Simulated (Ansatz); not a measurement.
ZnSe in space group P-6m2 (No. 187; Zn on 1a, Se on 1f) under volume change, plane-wave PAW PBEsol (Ansatz code), shape and atoms relaxed at each volume.

```
V (Å³/atom)  E − E(relaxed) (meV/atom)  P (GPa)
-----------  -------------------------  -------
17.310                               ?        ?
17.880                            16.7     5.00
18.451                             3.9     2.26
19.022                             0.0     0.09
19.592                             3.4    -1.91
20.163                               ?        ?
20.734                            28.4    -4.94
```

**Question.** Some entries are withheld; supply them.

**Answer.** 
- 20.163, E − E(relaxed) (meV/atom): 13.2
- 20.163, P (GPa): -3.55
- 17.310, E − E(relaxed) (meV/atom): 40.1
- 17.310, P (GPa): 8.23

**Question.** What does a third-order Birch–Murnaghan fit give for V₀, B₀ and B′?

**Answer.** V₀ = 19.03 Å³/atom, B₀ = 69.9 GPa, B′ = 4.6.

The cell is a constructed one: a structure type filled with these elements; neither database checked (COD, Materials Project) lists it. It is not the phase usual at ambient conditions (space group No. 216). The cell keeps a stress of up to 0.3 GPa. The PBEsol relaxation kept the symmetry of its start; of distortions, only those at the zone centre were tested.

Potentials: the earlier of the program's two PAW sets.
